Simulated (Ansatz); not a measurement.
V (bcc (W type), Im-3m) under volume change, PBEsol (plane waves, PAW; program Ansatz), scaled uniformly.

```json
[
 {"V (Å³/atom)": "11.780", "E − E(relaxed) (meV/atom)": "?", "P (GPa)": "?"},
 {"V (Å³/atom)": "12.168", "E − E(relaxed) (meV/atom)": "31.7", "P (GPa)": "13.72"},
 {"V (Å³/atom)": "12.556", "E − E(relaxed) (meV/atom)": "?", "P (GPa)": "?"},
 {"V (Å³/atom)": "12.945", "E − E(relaxed) (meV/atom)": "0.0", "P (GPa)": "0.00"},
 {"V (Å³/atom)": "13.333", "E − E(relaxed) (meV/atom)": "6.8", "P (GPa)": "-5.50"},
 {"V (Å³/atom)": "13.721", "E − E(relaxed) (meV/atom)": "26.1", "P (GPa)": "-10.26"},
 {"V (Å³/atom)": "14.110", "E − E(relaxed) (meV/atom)": "56.0", "P (GPa)": "-14.38"}
]
```

### Question
Fill in the missing entries.

### Answer

- 12.556, E − E(relaxed) (meV/atom): 7.5
- 12.556, P (GPa): 6.37
- 11.780, E − E(relaxed) (meV/atom): 74.9
- 11.780, P (GPa): 22.20

### Question
What does a third-order Birch–Murnaghan fit give for V₀, B₀ and B′?

### Answer
V₀ = 12.95 Å³/atom, B₀ = 197 GPa, B′ = 3.8.

Symmetry was held in the PBEsol relaxation. The workflow began spin-polarised and lost its moments. The volume moved by 22 % from the start of the relaxation.

Potentials: the earlier of the program's two PAW sets.
